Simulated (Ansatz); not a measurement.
RuC in space group R-3m (No. 166; Ru on 6c, C on 6c) at seven volumes, plane-wave PAW PBEsol (Ansatz code), shape and atoms relaxed at each. One row is withheld.

| V (Å³/atom) | P (GPa) |
|---|---|
| 9.249 | 37.76 |
| 9.554 | 22.91 |
| 9.859 | ? |
| 10.164 | 0.00 |
| 10.469 | -8.70 |
| 10.774 | -15.88 |
| 11.079 | -21.69 |

Fit the shown pressures and predict the withheld one.

Third-order Birch–Murnaghan: P = (3/2)B₀(x^(7/2) − x^(5/2))[1 + (3/4)(B′ − 4)(x − 1)] with x = (V₀/V)^(2/3). Least squares on the six rows gives V₀ = 10.163 Å³/atom, B₀ = 314.8 GPa, B′ = 5.13. At V = 9.859, x = 1.0205 and P = 10.34 GPa. The run itself gave 10.44 GPa.

The workflow started from a Materials Project entry (that database holds measured and hypothetical structures alike); the Crystallography Open Database copy checked does not list it. Whether it is the stable phase at ambient conditions was not checked. Symmetry was held in the PBEsol relaxation; whether a distortion lowers the energy is not shown. No spin polarisation was allowed. Its formation energy is positive at this level, so the cell may be metastable or incomplete.

Potentials: the later of the program's two PAW sets.
